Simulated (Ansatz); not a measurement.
CdI2:
```cif
data_CdI2
_chemical_formula_sum 'Cd1 I2'
_space_group_name_H-M_alt 'P-3m1'
_space_group_IT_number 164
_space_group_name_Hall '-P 3 2"'
_cell_length_a 4.24247
_cell_length_b 4.24247
_cell_length_c 6.82394
_cell_angle_alpha 90.000
_cell_angle_beta 90.000
_cell_angle_gamma 120.000
loop_
_atom_site_label
_atom_site_type_symbol
_atom_site_symmetry_multiplicity
_atom_site_Wyckoff_symbol
_atom_site_fract_x
_atom_site_fract_y
_atom_site_fract_z
_atom_site_occupancy
Cd1 Cd 1 a 0.00000 0.00000 0.00000 1
I1 I 2 d 0.33333 0.66667 0.25348 1
```

Relaxed with PBE+D3(BJ).

Tabulate the valence density and the electron localisation function along the shortest Cd–I contact (3.00 Å), plane-wave PAW PBE+D3(BJ) (Ansatz code).



```csv
distance from Cd (Å),density (e/Å³),ELF
0.30,18.23,0.78
0.45,11.39,0.63
0.60,5.88,0.52
0.75,2.53,0.41
0.90,1.01,0.29
1.05,0.46,0.18
1.20,0.28,0.14
1.35,0.24,0.21
1.50,0.26,0.43
1.65,0.33,0.66
1.80,0.45,0.72
1.95,0.64,0.68
2.10,0.91,0.63
2.25,1.45,0.57
2.40,3.88,0.44
2.55,8.87,0.26
2.70,14.23,0.17
```

The density is the valence pseudo-density with augmentation charge, so density and ELF within about 1 Å of a nucleus are not all-electron values.

The PBE+D3(BJ) relaxation kept the symmetry of its start; phonons on a q-mesh show no instability. Spin–orbit coupling is left out wherever it is not named.

Potentials: the later of the program's two PAW sets.
